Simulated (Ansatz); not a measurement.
SrGaSn:
```
CELL_PARAMETERS angstrom
      4.55838     0.00000     0.00000
     -2.27919     3.94767     0.00000
      0.00000     0.00000    18.96256
ATOMIC_POSITIONS crystal
  Ga 0.33333 0.66667 0.16058
  Ga 0.66667 0.33333 0.66058
  Ga 0.33333 0.66667 0.33942
  Ga 0.66667 0.33333 0.83942
  Sr 0.00000 0.00000 0.00000
  Sr 0.00000 0.00000 0.50000
  Sn 0.33333 0.66667 0.61635
  Sn 0.66667 0.33333 0.11635
  Sn 0.33333 0.66667 0.88365
  Sn 0.66667 0.33333 0.38365
  Sr 0.00000 0.00000 0.25000
  Sr 0.00000 0.00000 0.75000
```

Relaxed with r²SCAN. Special points in fractions of this cell's reciprocal vectors: Γ (0.000, 0.000, 0.000); M (0.500, 0.000, 0.000); K (0.333, 0.333, 0.000); A (0.000, 0.000, 0.500); L (0.500, 0.000, 0.500); H (0.333, 0.333, 0.500).

Task: List the band energies nearest the Fermi level at these points for plane-wave PAW r²SCAN with spin–orbit coupling (Ansatz code).

Result: In eV from the Fermi level; about four levels below and three above (degenerate sets whole), none deeper than 8.9 eV; points with the same levels are listed once.

```
k                    below                above
-  -----------------------  -------------------
Γ  -0.51 -0.51 -0.19 -0.19  0.06 0.06 0.18 0.18
M  -1.26 -1.26 -0.35 -0.35  0.18 0.18 0.65 0.65
K  -1.50 -1.50 -1.48 -1.48  0.14 0.14 0.18 0.18
A  -0.22 -0.22 -0.22 -0.22  0.12 0.12 0.12 0.12
L  -1.68 -1.68 -1.68 -1.68  0.24 0.24 0.24 0.24
H  -1.40 -1.40 -1.39 -1.39  0.12 0.12 0.15 0.15
```

Space group P6_3/mmc. The workflow started from an entry of the Crystallography Open Database (COD). Its standing as an ambient phase is unchecked. The cell was relaxed with r²SCAN under the symmetry of its start; its stability against distortions is not shown here.

Potentials: the later of the program's two PAW sets.
